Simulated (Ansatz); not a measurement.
Given:

B6As:
```yaml
crystal:
  lattice:
    - [3.06606, 1.77019, 3.96559]
    - [-3.06606, 1.77019, 3.96559]
    - [0.00000, -3.54038, 3.96559]
  atoms:
    - { symbol: B, position: [0.01508, 0.01508, 0.32495] }
    - { symbol: B, position: [0.98492, 0.98492, 0.67505] }
    - { symbol: B, position: [0.32495, 0.01508, 0.01508] }
    - { symbol: B, position: [0.67505, 0.98492, 0.98492] }
    - { symbol: B, position: [0.01508, 0.32495, 0.01508] }
    - { symbol: B, position: [0.98492, 0.67505, 0.98492] }
    - { symbol: B, position: [0.82174, 0.27274, 0.82174] }
    - { symbol: B, position: [0.17826, 0.72726, 0.17826] }
    - { symbol: B, position: [0.82174, 0.82174, 0.27274] }
    - { symbol: B, position: [0.17826, 0.17826, 0.72726] }
    - { symbol: B, position: [0.27274, 0.82174, 0.82174] }
    - { symbol: B, position: [0.72726, 0.17826, 0.17826] }
    - { symbol: As, position: [0.60036, 0.60036, 0.60036] }
    - { symbol: As, position: [0.39964, 0.39964, 0.39964] }
```

This is the r²SCAN-relaxed structure. Cartesian axes are those of the cell as given.

**Question.** All from the program Ansatz at the r²SCAN level (PAW), unless another level is named. Estimate the Young's modulus.

**Answer.** 418 GPa.

**Question.** Predict the elastic constants (relaxed ions, GPa).

**Answer.** C11 = 459, C12 = 91.1, C13 = 61.5, C14 = -5.6, C33 = 387, C44 = 187.

**Question.** Predict the highest zone-centre frequency (without LO–TO term).

**Answer.** 1021 cm^-1.

Space group R-3m. The workflow started from a Materials Project entry (that database holds measured and hypothetical structures alike); the Crystallography Open Database copy checked does not list it. Its standing as an ambient phase is unchecked. The cell was relaxed with r²SCAN under the symmetry of its start; of distortions, only those at the zone centre were tested.

Potentials: the later of the program's two PAW sets.
